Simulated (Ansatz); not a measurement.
## Exchange couplings of CrIr₃ (Pm-3m)

```yaml
crystal:
  lattice:
    - [3.81414, 0.00000, 0.00000]
    - [0.00000, 3.81414, 0.00000]
    - [0.00000, 0.00000, 3.81414]
  atoms:
    - { symbol: Cr, position: [0.00000, 0.00000, 0.00000] }
    - { symbol: Ir, position: [0.00000, 0.50000, 0.50000] }
    - { symbol: Ir, position: [0.50000, 0.50000, 0.00000] }
    - { symbol: Ir, position: [0.50000, 0.00000, 0.50000] }
```

The geometry is a structure from the Materials Project, held fixed and not relaxed.

Functional, mesh and filling: LDA, 8×8×8 k mesh, Fermi–Dirac smearing of 0.05 eV. PAW means Ansatz 0.2.0 on its default frozen-core files. Site moments are integrated in spheres about the atoms. Start moments (μB): Cr1 -1.5.

Site moments (μB): Cr1 -1.52, Ir2 0.13, Ir3 0.13, Ir4 0.13. Cell moment -1.19 μB.

Couplings come from the force theorem (directions of the magnetic atoms constrained, all else relaxed) on a 8×8×8 mesh, with E = −Σ J e_i·e_j over ordered pairs of unit vectors, so positive J favours parallel moments.

| pair | count | J PAW (meV) |
| --- | --- | --- |
| Cr1–Cr at 3.81 Å | 6 | +6.12 |
| Cr1–Cr at 5.39 Å | 12 | +5.66 |
| Cr1–Cr at 6.61 Å | 8 | -1.23 |
| Cr1–Cr at 7.63 Å | 6 | +0.64 |
| Cr1–Cr at 8.53 Å | 24 | +0.27 |
| Cr1–Cr at 9.34 Å | 24 | +0.02 |
| Cr1–Cr at 10.79 Å | 12 | +0.22 |
| Cr1–Cr at 11.44 Å, set 1 | 6 | -0.08 |
| Cr1–Cr at 11.44 Å, set 2 | 24 | -0.07 |
| Cr1–Cr at 12.06 Å | 24 | +0.09 |
| Cr1–Cr at 12.65 Å | 24 | -0.04 |
| Cr1–Cr at 13.21 Å | 8 | +0.07 |
| Cr1–Cr at 13.75 Å | 24 | -0.03 |
| Cr1–Cr at 14.27 Å | 48 | +0.06 |

Pairs at one distance with different couplings are listed as sets.

What ordering temperature follows for classical moments?

834 K in mean field, and 696 K by Tyablikov's decoupling, from all shells, not only those listed. Mean field overestimates it as a rule, and the couplings show only that this order is stable against small turns, not that no other order lies lower.

What spin-wave stiffness do they give?

D = 1667, 1667 and 1667 meV Å² along x, y and z; on one mesh this is a rough figure.

The couplings come from one mesh, and their convergence in k wasn't tested.

The PAW files were made with PBE; the program remakes their cores once for the run's functional and then keeps them frozen. The Ansatz runs typed with the search for lower states off end where their start leads. Spin–orbit coupling is left out although heavy atoms are present. The magnetic state is the one that this cell and start allow. It needn't be the compound's measured order, which may need a larger cell or be absent.
